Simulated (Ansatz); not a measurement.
NbC:
```cif
data_CNb
_chemical_formula_sum 'Nb1 C1'
_space_group_name_H-M_alt 'P 1'
_space_group_IT_number 1
_cell_length_a 3.17135
_cell_length_b 3.17135
_cell_length_c 3.17135
_cell_angle_alpha 60.000
_cell_angle_beta 60.000
_cell_angle_gamma 60.000
loop_
_space_group_symop_operation_xyz
  'x, y, z'
loop_
_atom_site_label
_atom_site_type_symbol
_atom_site_fract_x
_atom_site_fract_y
_atom_site_fract_z
_atom_site_occupancy
Nb1 Nb 0.00000 0.00000 0.00000 1
C1 C 0.50000 0.50000 0.50000 1
```

Relaxed with PBE.

Q: Decompose the optical modes at the zone centre into irreducible representations, and say which are infrared and Raman allowed.

A: Point group m-3m: Γ_opt = T1u. Infrared: T1u. Raman: none.

Q: Assign frequencies (DFPT, PBE (plane waves, PAW; program Ansatz)).

A: T1u 517 cm⁻¹.

Space group Fm-3m (rock salt). Symmetry was held in the PBE relaxation; phonons on a q-mesh show no instability. The run is not spin-polarised. As this level gives no gap, phonon frequencies hold no LO–TO term and depend on the k-mesh and smearing (Fermi–Dirac, 0.1 eV here).

Potentials: the later of the program's two PAW sets.
